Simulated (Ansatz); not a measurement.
Al₂Ru:
```xyz
6
Lattice="0.0000 3.9896 4.3915 2.3532 0.0000 4.3915 2.3532 3.9896 0.0000" Properties=species:S:1:pos:R:3 pbc="T T T"
Al     1.1766     0.6306     2.1957
Al     1.1766     3.3590     2.1957
Al     2.3532     1.3642     4.3915
Al     2.3532     6.6149     4.3915
Ru     3.5298     5.9843     6.5872
Ru     2.3532     3.9896     4.3915
```

Relaxed with r²SCAN.

Question: Give the Bader charges and basin volumes of the independent atoms, the program Ansatz at the r²SCAN level (PAW).

Answer: 

```csv
atom,Bader charge (e),Bader volume (Å³)
Al1,+1.76,6.4
Ru5,-3.52,28.3
```

Space group Fddd. The first step of the workflow began from a Materials Project structure, measured or hypothetical; the Crystallography Open Database copy checked does not list it. Its standing as an ambient phase is unchecked. The r²SCAN relaxation kept the symmetry of its start; whether a distortion lowers the energy is not shown. The run is not spin-polarised.

Potentials: the later of the program's two PAW sets.
